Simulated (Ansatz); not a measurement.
ZnSnN2 in space group R-3m (No. 166; Zn on 3a, Sn on 3b, N on 6c) at seven volumes, the program Ansatz at the PBE level (PAW), shape and atoms relaxed at each. One row is withheld.

| V (Å³/atom) | P (GPa) |
|---|---|
| 10.532 | 19.18 |
| 10.880 | 11.65 |
| 11.227 | 5.32 |
| 11.574 | 0.01 |
| 11.921 | -4.45 |
| 12.268 | ? |
| 12.616 | -11.29 |

### Question
Fit the shown pressures and predict the withheld one.

### Answer
P = (3/2)B₀(x^(7/2) − x^(5/2))[1 + (3/4)(B′ − 4)(x − 1)] with x = (V₀/V)^(2/3). Least squares on the six rows gives V₀ = 11.575 Å³/atom, B₀ = 162 GPa, B′ = 4.84. At V = 12.268, x = 0.9620 and P = -8.19 GPa. The run itself gave -8.18 GPa.

The start of the workflow was typed in or built on a structure type; neither database checked (COD, Materials Project) lists it. Its standing as an ambient phase is unchecked. Symmetry was held in the PBE relaxation; whether a distortion lowers the energy is not shown. Its formation energy is positive at this level, so the cell may be metastable or incomplete. Spin–orbit coupling is left out wherever it is not named.

Potentials: the earlier of the program's two PAW sets.
